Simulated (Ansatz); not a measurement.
Ta$_{5}$Si$_{3}$:
Space group I4/mcm (No. 140); a = 6.503 Å, b = 6.503 Å, c = 11.815 Å, α = 90.00°, β = 90.00°, γ = 90.00°

| atom | site | symmetry | x | y | z |
|---|---|---|---|---|---|
| Ta | 16l | ..m | 0.3353 | 0.1647 | 0.1503 |
| Ta | 4c | 4/m.. | 0.0000 | 0.0000 | 0.0000 |
| Si | 8h | m.2m | 0.1302 | 0.3698 | 0.0000 |
| Si | 4a | 422 | 0.0000 | 0.0000 | 0.2500 |
(The calculation used a cell of 16 atoms; values per cell refer to that cell.)

Relaxed with PBEsol.

### Question
Tabulate the valence density and the electron localisation function along the shortest Ta–Si contact (2.55 Å), PBEsol in the plane-wave PAW code Ansatz.

### Answer


| distance from Ta (Å) | density (e/Å³) | ELF |
|---|---|---|
| 0.25 | 4.18 | 0.24 |
| 0.38 | 4.54 | 0.53 |
| 0.51 | 4.10 | 0.69 |
| 0.64 | 3.06 | 0.70 |
| 0.76 | 1.92 | 0.57 |
| 0.89 | 1.04 | 0.34 |
| 1.02 | 0.59 | 0.19 |
| 1.15 | 0.43 | 0.18 |
| 1.27 | 0.40 | 0.30 |
| 1.40 | 0.41 | 0.50 |
| 1.53 | 0.44 | 0.64 |
| 1.66 | 0.47 | 0.68 |
| 1.78 | 0.47 | 0.63 |
| 1.91 | 0.42 | 0.50 |
| 2.04 | 0.32 | 0.33 |
| 2.17 | 0.20 | 0.23 |
| 2.29 | 0.12 | 0.25 |

The density is the valence pseudo-density with augmentation charge, so density and ELF within about 1 Å of a nucleus are not all-electron values.

The first step of the workflow began from a Materials Project structure, measured or hypothetical; the Crystallography Open Database files this formula in space group No. 140, but the cells were not matched. Whether it is the stable phase at ambient conditions was not checked. Symmetry was held in the PBEsol relaxation; whether a distortion lowers the energy is not shown. No spin polarisation was allowed. Spin–orbit coupling is left out wherever it is not named.

Potentials: the later of the program's two PAW sets.
